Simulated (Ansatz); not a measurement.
Si$_{2}$Mo:
```
CELL_PARAMETERS angstrom
     -1.59517     1.59517     3.91065
      1.59517    -1.59517     3.91065
      1.59517     1.59517    -3.91065
ATOMIC_POSITIONS crystal
  Si 0.66494 0.66494 0.00000
  Si 0.33506 0.33506 0.00000
  Mo 0.00000 0.00000 0.00000
```

Relaxed with PBEsol. Special points in fractions of this cell's reciprocal vectors: Γ (0.000, 0.000, 0.000); X (0.000, 0.000, 0.500); P (0.250, 0.250, 0.250); N (0.000, 0.500, 0.000); M (0.500, 0.500, -0.500); S (0.292, 0.708, -0.292); S0 (-0.292, 0.292, 0.292); R (-0.083, 0.083, 0.500); G (0.500, 0.500, -0.083).

Q: List the band energies nearest the Fermi level at these points for PBEsol (plane waves, PAW; program Ansatz).

A: In eV from the Fermi level; about four levels below and three above (degenerate sets whole), none deeper than 8.9 eV; points with the same levels are listed once.

```tsv
k	below	above
Γ	-3.40 -3.15 -2.65 -2.65	0.37 3.14 3.23
X	-5.18 -4.48 -3.11 -1.23	2.33 2.76 3.18
P	-6.18 -2.73 -2.11 -2.11	0.32 2.33 4.03 4.03
N	-4.53 -2.63 -2.61 -0.52	2.28 3.13 4.14
M	-0.60 -0.60 -0.47 -0.47	0.51 4.76 5.24
S	-2.85 -2.52 -2.31 -0.42	1.53 3.00 3.68
R	-4.48 -3.82 -2.98 -1.81	1.78 2.06 2.63
```

Space group I4/mmm (MoSi2 or CaC2 type). The PBEsol relaxation kept the symmetry of its start. No spin polarisation was allowed. Spin–orbit coupling is left out wherever it is not named.

Potentials: the earlier of the program's two PAW sets. The files were generated under PBE; for other functionals the program regenerates the frozen cores, and for LDA and PBEsol the local potential too.
